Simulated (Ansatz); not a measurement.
AlP:
```xyz
4
Lattice="3.8613 0.0000 0.0000 -1.9307 3.3440 0.0000 0.0000 0.0000 6.3390" Properties=species:S:1:pos:R:3 pbc="T T T"
Al     0.0000     2.2293     0.0005
Al     1.9307     1.1147     3.1700
P      0.0000     2.2293     2.3766
P      1.9307     1.1147     5.5461
```

Relaxed with PBEsol.

Give the Bader charges and basin volumes of the independent atoms, the program Ansatz at the PBEsol level (PAW).



| atom | Bader charge (e) | Bader volume (Å³) |
|---|---|---|
| Al1 | +2.08 | 7.0 |
| P3 | -2.08 | 34.0 |

Space group P6_3mc (wurtzite). The first step of the workflow began from a Materials Project structure, measured or hypothetical; the Crystallography Open Database copy checked does not list it. It is not the phase usual at ambient conditions (space group No. 216). Symmetry was held in the PBEsol relaxation; its stability against distortions is not shown here.

Potentials: the later of the program's two PAW sets.
